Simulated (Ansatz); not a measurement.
Given:

BN:
```xyz
12
Lattice="2.5601 0.0000 0.0000 -1.2800 2.2171 0.0000 0.0000 0.0000 12.5949" Properties=species:S:1:pos:R:3 pbc="T T T"
B      0.0000     0.0000     0.0008
B      0.0000     0.0000     6.2982
B      1.2800     0.7390    10.4875
B      0.0000     1.4781     4.1901
B      1.2800     0.7390     2.0978
B      0.0000     1.4781     8.3953
N      0.0000     0.0000    11.0130
N      0.0000     0.0000     4.7156
N      1.2800     0.7390     8.9181
N      0.0000     1.4781     2.6207
N      1.2800     0.7390     0.5278
N      0.0000     1.4781     6.8253
```

This is the PBE-relaxed structure. Tensor components refer to the Cartesian frame of this cell.

Q: All from PBE (plane waves, PAW; program Ansatz), unless another level is named. Predict the electron effective mass.

A: 0.34, 0.93, 1.9 mₑ (principal values).

Q: Give the formation energy from the elements (no fitted shifts).

A: -1.16 eV/atom.

Q: And the HSE06 gap on the PBE cell?

A: 6.54 eV.

Q: And the hole effective mass, band 1 of 2 at the edge?

A: 1.6 along x, 1.3 along z (mₑ).

Q: And the smallest direct gap on the standard path?

A: 7.17 eV.

Q: What about the conduction-band minimum?

A: at M (3 equivalent valleys).

Space group P6_3mc. The cell is a constructed one: a structure type filled with these elements. Its sites differ from those of the usual phase in this space group: another stacking or structure type. The PBE relaxation kept the symmetry of its start; whether a distortion lowers the energy is not shown. The references are the lowest solids computed at this level, not always the standard phases (solids in place of the gases).

Potentials: the later of the program's two PAW sets.
